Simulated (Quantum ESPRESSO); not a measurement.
# Computed NMR tensors in ZrS2

```
CELL_PARAMETERS angstrom
      3.69138     0.00000     0.00000
     -1.84569     3.19683     0.00000
      0.00000     0.00000     6.04108
ATOMIC_POSITIONS crystal
  Zr 0.00000 0.00000 0.00000
  S  0.66667 0.33333 0.76209
  S  0.33333 0.66667 0.23791
```
The cell comes from the Materials Project (a computed structure). It is ZrS2 in P-3m1; whether this form has been observed was not checked. Stability against distortions was not tested. The layers lie 3.2 Å apart; this gap hangs on dispersion, and neither it nor the stacking was checked against the measured crystal. The run has no spin polarisation.

Computed: shieldings by PBE GIPAW on JTH datasets (Quantum ESPRESSO, modified build), 20 Ha, k-mesh 11×11×6 shifted, f-sum rule met within 0.015 %.

```
site            site symmetry  σ_iso (ppm)
--------------  -------------  -----------
Zr (atom 1)               -3m         1012
S (atoms 2, 3)             3m          -12
```

Shieldings are absolute and leave out the bulk-susceptibility term; a larger σ means a smaller chemical shift. In our sweeps, cutoffs and meshes of this size left a few ppm, and up to some 20 ppm on atoms from Zn on. No spin–orbit coupling; Zr is the heaviest element present. The datasets of S hold no d projectors, which limits absolute σ on these atoms. With so small a Kohn–Sham gap, σ hangs strongly on the functional and the mesh. The structure is static (0 K, no zero-point motion).
